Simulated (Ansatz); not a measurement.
## Relaxing a structure of CdSe

The start is a generated cell, CdSe placed in the zincblende structure type. The structure is fully relaxed (lattice and positions, P = 0) with r2SCAN (plane waves to 500 eV, PAW, scalar-relativistic; Ansatz, an electronic-structure program). The first steps use a coarse 7×7×7 k-mesh.

Initial structure:
```
CELL_PARAMETERS angstrom
      0.00000     3.08499     3.08499
      3.08499     0.00000     3.08499
      3.08499     3.08499     0.00000
ATOMIC_POSITIONS crystal
  Se 0.75000 0.75000 0.75000
  Cd 0.00000 0.00000 0.00000
```

- Outcome: The space group stays F-43m (No. 216) (the run could not lower it); the end is zinc blende type, with 2 atoms in the primitive cell
- Energy released: 0.001 eV/atom
- Shortest distances (start → end): The closest pairs of elements (up to four, under 3.6 Å), start → end: Cd–Se 2.67 → 2.66 Å
- Band gap at the end: 1.04 eV, direct at Γ (no spin-orbit coupling)
- Optimiser moves: 2

It ends as:

Space group F-43m (No. 216); a = b = c = 6.1342 Å, α = β = γ = 90.00°

```csv
atom,site,symmetry,x,y,z
Se,4c,-43m,0.2500,0.2500,0.2500
Cd,4a,-43m,0.0000,0.0000,0.0000
```
(The calculation used a cell of 2 atoms; values per cell refer to that cell.)

Final values are on a 9×9×9 k-mesh of the relaxed cell. No spin polarisation in the result.

The run could not lose the symmetry of its start.

All atoms sit on sites fixed by symmetry, so only the cell could relax.
